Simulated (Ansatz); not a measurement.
Ansatz (a program for electronic structure) input:

Ansatz 0.2 input:
```yaml
crystal:
  lattice:
    - [-3.3016436298, 3.3016436298, 3.3016436298]
    - [3.3016436298, -3.3016436298, 3.3016436298]
    - [3.3016436298, 3.3016436298, -3.3016436298]
  atoms:
    - { symbol: Si, position: [0.2042992665, 0.2042992665, 0.2042992665] }
    - { symbol: Si, position: [0.5, 0.0, 0.2957007335] }
    - { symbol: Si, position: [0.2957007335, 0.5, 0.0] }
    - { symbol: Si, position: [0.0, 0.2957007335, 0.5] }
    - { symbol: Si, position: [0.7957007335, 0.7957007335, 0.7957007335] }
    - { symbol: Si, position: [0.5, 0.0, 0.7042992665] }
    - { symbol: Si, position: [0.7042992665, 0.5, 0.0] }
    - { symbol: Si, position: [0.0, 0.7042992665, 0.5] }
kpoints:
  mp_grid: { grid: [18, 18, 18] }
hamiltonian:
  xc: pbesol
  pseudopotentials: { kind: paw }
scf:
  occupations: { method: fermi_dirac, width: 0.1 }
elastic: { mode: relaxed_ion, stencil: two_point, amplitude: 0.005, f_tol: 0.0005 }
```

Output (shortened):

```
Pseudopotentials: kind: paw
Pseudopotential: Si, paw, valence charge 4
Functional definition: PBEsol
Crystal: 8 atoms, lattice volume = 143.963 Å³
Basis set: ecut = 420 eV, 2779 PW (Γ), exchange–correlation on 80×80×80 points (8 copies of the dense FFT grid, shifted against one another)
Bands: 24, of which v1, the nominal top of the filled ones, is band 16 counted from 1 (15 counted from 0)
Symmetry: 24 space group operations
Space group: Ia-3 (ITA 206), of the structure as read, at distance tolerance 5.2e-5 Å
k-points: 295 of 5832
PAW frozen core: Si, regenerated for the run's functional, and the local potential with it
Initial wavefunctions: pseudopotential atomic-orbital guess
Eigensolver: davidson
Functional: x = pbesol(κ = 0.804, μ = 0.12345679012345678), c = pbesol(β = 0.046)
all-band conjugate gradients solve this SCF's bands
SCF 1 converged in 9 iterations: F = -4971.004301 eV  dr2 = 1.75e-14
relax step   1: F+E_penalty+E_count = -4971.00430148 eV  Δ(F+E_penalty+E_count) = +0.000e0 eV  max|allowed force component| = 2.280e-2 eV/Å  Δτ_max = 0.0000 Å  (9 SCF iters, accepted)
Crystal: 8 atoms, lattice volume = 143.963 Å³
Initial density: handed on by an earlier stage of this run
Initial wavefunctions: pseudopotential atomic-orbital guess (no wavefunctions were taken with the density)
SCF 2 converged in 8 iterations: F = -4971.004629 eV  dr2 = 2.99e-15
relax step   2: F+E_penalty+E_count = -4971.00462858 eV  Δ(F+E_penalty+E_count) = -3.271e-4 eV  max|allowed force component| = 1.107e-2 eV/Å  Δτ_max = 0.0014 Å  (8 SCF iters, accepted)
density extrapolation: transplant  |δρ|_rms = 3.900e-2 e/Å³  SAD shift = 3.140e-4 e/Å³
Crystal: 8 atoms, lattice volume = 143.963 Å³
Initial wavefunctions: those handed on with the density
SCF 3 converged in 7 iterations: F = -4971.004731 eV  dr2 = 4.46e-15
relax step   3: F+E_penalty+E_count = -4971.00473100 eV  Δ(F+E_penalty+E_count) = -1.024e-4 eV  max|allowed force component| = 1.938e-4 eV/Å  Δτ_max = 0.0013 Å  (7 SCF iters, accepted)
Crystal: 8 atoms, lattice volume = 143.963 Å³
SCF 4 converged in 8 iterations: F = -4971.004731 eV  dr2 = 4.93e-14
Crystal: 8 atoms, lattice volume = 143.243 Å³
Symmetry: 8 space group operations
k-points: 865 of 5832
SCF 5 converged in 9 iterations: F = -4971.002988 eV  dr2 = 2.41e-15
relax step   1: F+E_penalty+E_count = -4971.00298786 eV  Δ(F+E_penalty+E_count) = +0.000e0 eV  max|allowed force component| = 4.004e-2 eV/Å  Δτ_max = 0.0000 Å  (9 SCF iters, accepted)
density extrapolation: transplant  |δρ|_rms = 3.918e-2 e/Å³  SAD shift = 6.233e-4 e/Å³
Crystal: 8 atoms, lattice volume = 143.243 Å³
SCF 6 converged in 7 iterations: F = -4971.003315 eV  dr2 = 3.25e-14
relax step   2: F+E_penalty+E_count = -4971.00331464 eV  Δ(F+E_penalty+E_count) = -3.268e-4 eV  max|allowed force component| = 8.446e-3 eV/Å  Δτ_max = 0.0026 Å  (7 SCF iters, accepted)
density extrapolation: transplant  |δρ|_rms = 3.914e-2 e/Å³  SAD shift = 1.212e-4 e/Å³
Crystal: 8 atoms, lattice volume = 143.243 Å³
SCF 7 converged in 6 iterations: F = -4971.003335 eV  dr2 = 4.54e-14
relax step   3: F+E_penalty+E_count = -4971.00333499 eV  Δ(F+E_penalty+E_count) = -2.034e-5 eV  max|allowed force component| = 2.226e-4 eV/Å  Δτ_max = 0.0005 Å  (6 SCF iters, accepted)
Crystal: 8 atoms, lattice volume = 143.243 Å³
SCF 8 converged in 9 iterations: F = -4971.003335 eV  dr2 = 8.43e-14
Crystal: 8 atoms, lattice volume = 144.683 Å³
Basis set: ecut = 420 eV, 2851 PW (Γ), exchange–correlation on 80×80×80 points (8 copies of the dense FFT grid, shifted against one another)
SCF 9 converged in 9 iterations: F = -4971.001968 eV  dr2 = 2.70e-15
relax step   1: F+E_penalty+E_count = -4971.00196791 eV  Δ(F+E_penalty+E_count) = +0.000e0 eV  max|allowed force component| = 3.790e-2 eV/Å  Δτ_max = 0.0000 Å  (9 SCF iters, accepted)
density extrapolation: transplant  |δρ|_rms = 3.876e-2 e/Å³  SAD shift = 5.092e-4 e/Å³
Crystal: 8 atoms, lattice volume = 144.683 Å³
SCF 10 converged in 7 iterations: F = -4971.002283 eV  dr2 = 2.14e-14
relax step   2: F+E_penalty+E_count = -4971.00228335 eV  Δ(F+E_penalty+E_count) = -3.154e-4 eV  max|allowed force component| = 9.344e-4 eV/Å  Δτ_max = 0.0021 Å  (7 SCF iters, accepted)
density extrapolation: transplant  |δρ|_rms = 3.879e-2 e/Å³  SAD shift = 1.355e-5 e/Å³
Crystal: 8 atoms, lattice volume = 144.683 Å³
SCF 11 converged in 6 iterations: F = -4971.002284 eV  dr2 = 4.51e-15
relax step   3: F+E_penalty+E_count = -4971.00228356 eV  Δ(F+E_penalty+E_count) = -2.168e-7 eV  max|allowed force component| = 3.614e-5 eV/Å  Δτ_max = 0.0001 Å  (6 SCF iters, accepted)
Crystal: 8 atoms, lattice volume = 144.683 Å³
SCF 12 converged in 8 iterations: F = -4971.002284 eV  dr2 = 6.88e-14
Crystal: 8 atoms, lattice volume = 143.962 Å³
Basis set: ecut = 420 eV, 2803 PW (Γ), exchange–correlation on 80×80×80 points (8 copies of the dense FFT grid, shifted against one another)
Symmetry: 4 space group operations
k-points: 1550 of 5832
SCF 13 converged in 9 iterations: F = -4971.003623 eV  dr2 = 1.44e-14
relax step   1: F+E_penalty+E_count = -4971.00362262 eV  Δ(F+E_penalty+E_count) = +0.000e0 eV  max|allowed force component| = 3.811e-2 eV/Å  Δτ_max = 0.0000 Å  (9 SCF iters, accepted)
density extrapolation: transplant  |δρ|_rms = 3.897e-2 e/Å³  SAD shift = 7.218e-4 e/Å³
Crystal: 8 atoms, lattice volume = 143.962 Å³
SCF 14 converged in 8 iterations: F = -4971.003989 eV  dr2 = 1.38e-14
relax step   2: F+E_penalty+E_count = -4971.00398932 eV  Δ(F+E_penalty+E_count) = -3.667e-4 eV  max|allowed force component| = 7.498e-3 eV/Å  Δτ_max = 0.0029 Å  (8 SCF iters, accepted)
density extrapolation: transplant  |δρ|_rms = 3.897e-2 e/Å³  SAD shift = 2.771e-4 e/Å³
Crystal: 8 atoms, lattice volume = 143.962 Å³
SCF 15 converged in 7 iterations: F = -4971.004045 eV  dr2 = 2.58e-14
relax step   3: F+E_penalty+E_count = -4971.00404527 eV  Δ(F+E_penalty+E_count) = -5.595e-5 eV  max|allowed force component| = 1.568e-3 eV/Å  Δτ_max = 0.0015 Å  (7 SCF iters, accepted)
density extrapolation: transplant  |δρ|_rms = 3.897e-2 e/Å³  SAD shift = 1.275e-4 e/Å³
Crystal: 8 atoms, lattice volume = 143.962 Å³
SCF 16 converged in 7 iterations: F = -4971.004051 eV  dr2 = 4.71e-15
relax step   4: F+E_penalty+E_count = -4971.00405114 eV  Δ(F+E_penalty+E_count) = -5.874e-6 eV  max|allowed force component| = 2.391e-4 eV/Å  Δτ_max = 0.0007 Å  (7 SCF iters, accepted)
Crystal: 8 atoms, lattice volume = 143.962 Å³
SCF 17 converged in 9 iterations: F = -4971.004051 eV  dr2 = 1.38e-14
Crystal: 8 atoms, lattice volume = 143.962 Å³
SCF 18 converged in 9 iterations: F = -4971.003623 eV  dr2 = 1.44e-14
relax step   1: F+E_penalty+E_count = -4971.00362262 eV  Δ(F+E_penalty+E_count) = +0.000e0 eV  max|allowed force component| = 3.811e-2 eV/Å  Δτ_max = 0.0000 Å  (9 SCF iters, accepted)
density extrapolation: transplant  |δρ|_rms = 3.897e-2 e/Å³  SAD shift = 6.598e-4 e/Å³
Crystal: 8 atoms, lattice volume = 143.962 Å³
SCF 19 converged in 8 iterations: F = -4971.004051 eV  dr2 = 6.62e-15
relax step   2: F+E_penalty+E_count = -4971.00405099 eV  Δ(F+E_penalty+E_count) = -4.284e-4 eV  max|allowed force component| = 8.920e-4 eV/Å  Δτ_max = 0.0032 Å  (8 SCF iters, accepted)
density extrapolation: transplant  |δρ|_rms = 3.897e-2 e/Å³  SAD shift = 1.212e-5 e/Å³
Crystal: 8 atoms, lattice volume = 143.962 Å³
SCF 20 converged in 6 iterations: F = -4971.004051 eV  dr2 = 3.97e-14
relax step   3: F+E_penalty+E_count = -4971.00405117 eV  Δ(F+E_penalty+E_count) = -1.822e-7 eV  max|allowed force component| = 4.008e-5 eV/Å  Δτ_max = 0.0001 Å  (6 SCF iters, accepted)
Crystal: 8 atoms, lattice volume = 143.962 Å³
SCF 21 converged in 10 iterations: F = -4971.004051 eV  dr2 = 1.55e-17
SCF converged after 8 iterations
Stability not checked: this state was not tested for a lower state beside it, because too few of the mixer's solves of this state at the end of the SCF gave a …
Free energy (F): -4971.004731 eV
Harris-Foulkes:  -4971.004731 eV  (|F-HF|=2.73e-12)
Internal energy: -4970.968834 eV  (E = F + TS)
E sigma→0 (E₀):  -4970.986782 eV
Entropy (-TS):   -0.035897 eV (-4.487 meV/atom)
Fermi energy:    7.605103 eV
--- Per-component energies (eV) ---
  E_band       = 71.315167
  E_kinetic    = 323.185873
  E_local      = -135.188108  (includes V_loc(G=0)·N_el)
  E_nonlocal   = 207.513470
  E_hartree    = 35.573084
  E_xc         = -438.678100
  E_vxc        = -376.266473  (∫ρ·V_xc dr)
  E_paw        = -3990.832794  (= ΣΔE_a)
  E_vpaw       = -19.075810  (= ΣTr[D̂ρ^β])
  E_aug_tail   = 0.000049  (compensation charges beyond the density's cutoff)
  E_ewald      = -972.794793
  E_core_change = 0.252485  (= ΣΔE_core)
  E_smearing   = -0.035897  (= −TS)
  E_closure    = 0.000000  (closes the sum)
  Σ components = -4971.004731   (vs F -4971.004731, Δ=0.00e0)
--- Forces (eV/Å), atoms counted from 1 ---
  atom   1  Si     0.00019378     0.00019378     0.00019378
  atom   2  Si    -0.00019378    -0.00019378     0.00019378
  atom   3  Si     0.00019378    -0.00019378    -0.00019378
  atom   4  Si    -0.00019378     0.00019378    -0.00019378
  atom   5  Si    -0.00019378    -0.00019378    -0.00019378
  atom   6  Si     0.00019378     0.00019378    -0.00019378
  atom   7  Si    -0.00019378     0.00019378     0.00019378
  atom   8  Si     0.00019378    -0.00019378     0.00019378
  max |Σ_I F_I| component: 6.01e-17 eV/Å
--- Stress (GPa, compression-positive) ---
       -0.117593       0.000000       0.000000
        0.000000      -0.117593       0.000000
        0.000000       0.000000      -0.117593
  P = ⅓ Tr σ = -0.1176 GPa (-1.176 kbar)
  The stress holds the Pulay correction. Without it, at fixed plane waves, as pw.x and ABINIT print it: P = -0.1456 GPa
  The stress includes an estimate of the error left by incomplete SCF convergence (largest component  0.0000 GPa; it does not cover the PAW one-centre terms).
--- Band table (eV; the first three rows and the last of 295) ---
  k-point 0: bands = ["-5.1459", "-0.7005", "-0.3166", "-0.3166", "-0.3166", "1.1624", "1.1624", "1.1624", "2.5932", "2.5932", "3.4674", "3.4674", "3.4674", "6.1850", "6.1850", "6.8437", "9.3509", "9.3509", "9.3509", "11.4043", "11.4043", "11.4043", "13.0617", "13.0617"]
  k-point 1: bands = ["-5.1267", "-0.7794", "-0.4180", "-0.3750", "-0.2603", "1.1279", "1.2076", "1.2515", "2.5563", "2.6313", "3.5294", "3.5528", "3.5891", "6.0825", "6.1489", "6.7688", "9.3666", "9.4760", "9.4811", "11.2322", "11.2333", "11.3180", "13.0501", "13.0742"]
  k-point 2: bands = ["-5.0690", "-0.9724", "-0.6490", "-0.5168", "-0.1555", "1.0355", "1.3138", "1.4841", "2.4865", "2.7494", "3.7013", "3.7729", "3.9188", "5.8184", "6.0012", "6.6441", "9.4108", "9.7748", "9.8113", "10.7968", "10.8414", "11.0977", "12.6732", "12.9993"]
  k-point 294: bands = ["-2.6614", "-2.6614", "-2.6614", "-1.3126", "-1.3126", "-1.3126", "2.5936", "3.9749", "3.9749", "3.9749", "5.0133", "5.0133", "5.0133", "6.9984", "7.8940", "7.8940", "7.8940", "10.5197", "10.5197", "10.5197", "10.5907", "10.6020", "10.6020", "10.6020"]
  band table: 24 of 24 bands, residual norms ≤ 1.0e-3 eV
--- Elastic constants: 2 strain directions × 2 members + reference (group order 24) ---
  dense FFT box of the reference and of every strained cell: 40×40×40
  strains applied: 11, 23; error gains: componentwise 1.00 (the most a stress slope's error grows in a printed constant), spectral 1.73 (1 for all six strains …
  reference relaxed by the batch: 3 steps …
  largest displacement 2.7e-3 Å; the constants are those of the deck's cell at these positions:
  atoms:
    - { symbol: Si, position: [0.20477353252256777, 0.20477353252256777, 0.20477353252256777] }
    - { symbol: Si, position: [0.49999999999999994, 0.0, 0.29522646747743214] }
    - { symbol: Si, position: [0.29522646747743214, 0.49999999999999994, 0.0] }
    - { symbol: Si, position: [0.0, 0.29522646747743214, 0.49999999999999994] }
    - { symbol: Si, position: [0.7952264674774322, 0.7952264674774322, 0.7952264674774322] }
    - { symbol: Si, position: [0.5, 0.0, 0.7047735325225677] }
    - { symbol: Si, position: [0.7047735325225677, 0.5, 0.0] }
    - { symbol: Si, position: [0.0, 0.7047735325225677, 0.5] }
  C = ∂σ_k/∂η_j (tension-positive GPa; Voigt order 11 22 33 23 13 12):
       171.065     49.564     49.569      0.000      0.000      0.000
        49.569    171.065     49.564      0.000      0.000      0.000
        49.564     49.569    171.065      0.000      0.000      0.000
         0.000      0.000      0.000     60.564      0.000      0.000
         0.000      0.000      0.000      0.000     60.564      0.000
         0.000      0.000      0.000      0.000      0.000     60.564
  reference stress σ⁰ (GPa):      0.118      0.118      0.118      0.000      0.000      0.000
  moduli (Voigt/Reuss/Hill, GPa): K = 90.07/90.07/90.07   G = 60.64/60.64/60.64   E = 148.57   ν = 0.225
  mechanically stable: yes (min eigenvalue of sym C = 60.56 GPa)
  strain η (Voigt 11):  stress-route row diagonal C_11 = 171.07 GPa, energy-path curvature d²(F+E_count+ΔE)/dδ²/Ω₀ = 171.07 GPa
         δ    σ_11 (GPa)             F (eV)   n_scf  n_hpsi   n_pw
    -5.000e-3      -0.7409       -4971.0033350       9  362727   2824   relax 3 steps, max|allowed force component| 2.23e-4 eV/Å
     5.000e-3       0.9698       -4971.0022836       8  368090   2852   relax 3 steps, max|allowed force component| 3.61e-5 eV/Å
  strain η (Voigt 23):  stress-route row diagonal C_44 = 60.56 GPa, energy-path curvature d²(F+E_count+ΔE)/dδ²/Ω₀ = 60.51 GPa
         δ    σ_23 (GPa)             F (eV)   n_scf  n_hpsi   n_pw
    -5.000e-3      -0.3028       -4971.0040511       9  655977   2838   relax 4 steps, max|allowed force component| 2.39e-4 eV/Å
     5.000e-3       0.3028       -4971.0040512      10  759890   2838   relax 3 steps, max|allowed force component| 4.01e-5 eV/Å
```

Cost: very roughly 80 core-minutes on shared cores.

The workflow started from an entry of the Crystallography Open Database (COD), which files this formula under 3 space groups. It is not the phase usual at ambient conditions (space group No. 227). The cell was relaxed with PBEsol under the symmetry of its start; of distortions, only those at the zone centre were tested. As this level gives no gap, shear constants depend on the k-mesh and smearing (Fermi–Dirac, 0.1 eV here).

Potentials: the later of the program's two PAW sets.

Ansatz is a plane-wave DFT program.
